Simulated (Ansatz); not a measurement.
With PBEsol (plane waves, PAW; program Ansatz), AlBN₂ in the chalcopyrite structure (I-42d) relaxes to a = 4.088 Å, c = 7.617 Å. Al has 4 nearest neighbours from 1.88 Å (tetrahedral); B has 4 nearest neighbours from 1.60 Å (tetrahedral). Its formation energy from the elements is -1.17 eV/atom, with no fitted shifts.

It is gapped at this level: 2.69 eV (direct). The valence maximum lies at Γ and the conduction minimum at Γ. HSE06 on the same cell gives 4.06 eV. The electron mass is 0.35, 0.35, 0.42 mₑ (principal values). The hole mass is 0.39, 0.88, 0.88 mₑ (principal values).

An equation-of-state fit gives a bulk modulus of 268 GPa. The relaxed-ion elastic constants in GPa are C11 = 487, C12 = 158, C13 = 210, C33 = 333, C44 = 256, C66 = 216. The elastic constants imply a Debye temperature near 1180 K. Perturbation theory gives ε∞ = 4.84 (xx = yy), 4.93 (zz). Letting the ions move raises it to ε0 = 8.85 (xx = yy), 10.5 (zz). Born charges are Al +2.68, B +2.09, N -2.38 e. Without the LO–TO term the highest mode at Γ lies at 869 cm⁻¹.

The start of the workflow was typed in or built on a structure type; neither database checked (COD, Materials Project) lists it. Whether it is the stable phase at ambient conditions was not checked. The PBEsol relaxation kept the symmetry of its start; its stability against distortions is not shown here. The references are the lowest solids computed at this level, not always the standard phases (solids in place of the gases).

Potentials: the earlier of the program's two PAW sets. The files were generated under PBE; for other functionals the program regenerates the frozen cores, and for LDA and PBEsol the local potential too.
